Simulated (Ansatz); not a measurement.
# Perovskite alloy of KMgF3 and KZnF3 (2 of 8 Mg sites exchanged), 40 atoms

Ansatz, PAW, plane waves. PBEsol relaxation of volume and atoms (shape held) at the single k point (¼, ¼, ¼) without its symmetry partners; single points on the relaxed atoms at the single k point (¼, ¼, ¼) without its symmetry partners, onto which points of the small cell's zone fold. Arrangement: unlike neighbours preferred. No spin–orbit coupling unless named.

Relaxed structure:

```yaml
crystal:
  lattice:
    - [8.01572, 0.00000, 0.00000]
    - [0.00000, 8.01572, 0.00000]
    - [0.00000, 0.00000, 8.01572]
  atoms:
    - { symbol: K, position: [0.99958, 0.00013, 0.00040] }
    - { symbol: K, position: [0.99945, 0.00009, 0.50033] }
    - { symbol: K, position: [0.99918, 0.50014, 0.00047] }
    - { symbol: K, position: [0.99898, 0.50026, 0.50029] }
    - { symbol: K, position: [0.49950, 0.00019, 0.00024] }
    - { symbol: K, position: [0.49957, 0.00017, 0.50050] }
    - { symbol: K, position: [0.49999, 0.50016, 0.00028] }
    - { symbol: K, position: [0.50015, 0.50020, 0.50036] }
    - { symbol: Mg, position: [0.24955, 0.25020, 0.25040] }
    - { symbol: Mg, position: [0.24958, 0.25025, 0.75030] }
    - { symbol: Mg, position: [0.24961, 0.75017, 0.25047] }
    - { symbol: Mg, position: [0.24955, 0.75001, 0.75040] }
    - { symbol: Mg, position: [0.74959, 0.25022, 0.75033] }
    - { symbol: Mg, position: [0.74952, 0.75017, 0.25036] }
    - { symbol: Zn, position: [0.74957, 0.24997, 0.25032] }
    - { symbol: Zn, position: [0.74955, 0.75035, 0.75039] }
    - { symbol: F, position: [0.24938, 0.24986, 0.00027] }
    - { symbol: F, position: [0.24984, 0.25048, 0.50045] }
    - { symbol: F, position: [0.24999, 0.75048, 0.00052] }
    - { symbol: F, position: [0.24929, 0.74993, 0.50035] }
    - { symbol: F, position: [0.74982, 0.25059, 0.99755] }
    - { symbol: F, position: [0.74943, 0.25023, 0.50308] }
    - { symbol: F, position: [0.74930, 0.75019, 0.00309] }
    - { symbol: F, position: [0.74991, 0.75056, 0.49766] }
    - { symbol: F, position: [0.00239, 0.25034, 0.25055] }
    - { symbol: F, position: [0.99979, 0.24927, 0.75013] }
    - { symbol: F, position: [0.99988, 0.75042, 0.25009] }
    - { symbol: F, position: [0.00247, 0.75115, 0.75086] }
    - { symbol: F, position: [0.49681, 0.25042, 0.25006] }
    - { symbol: F, position: [0.49941, 0.25105, 0.75051] }
    - { symbol: F, position: [0.49935, 0.75027, 0.25071] }
    - { symbol: F, position: [0.49666, 0.74903, 0.75004] }
    - { symbol: F, position: [0.24970, 0.00018, 0.25072] }
    - { symbol: F, position: [0.25053, 0.00032, 0.75011] }
    - { symbol: F, position: [0.24961, 0.50026, 0.25005] }
    - { symbol: F, position: [0.24862, 0.50000, 0.75072] }
    - { symbol: F, position: [0.74958, 0.99754, 0.25017] }
    - { symbol: F, position: [0.74863, 0.00293, 0.75060] }
    - { symbol: F, position: [0.74972, 0.50296, 0.25050] }
    - { symbol: F, position: [0.75058, 0.49760, 0.75017] }
```

Question: What are the mean bond lengths by pair (pairs within 1.2 times the sum of covalent radii, less contacts 15 % beyond the pair's median; cation–cation pairs of compounds aside; long ionic contacts are cut short by that bound)?

Answer: F–K 2.834 ± 0.004 Å (standard deviation, 96 bonds); F–Mg 1.997 ± 0.010 Å (standard deviation, 36 bonds); F–Zn 2.026 ± 0.001 Å (standard deviation, 12 bonds).

Question: What gap lies between the top filled and the lowest empty level in the single points?

Answer: HSE06 9.39 eV (68 s on 7 threads of Neoverse-V2). Away from Γ this isn't the crystal's band gap.
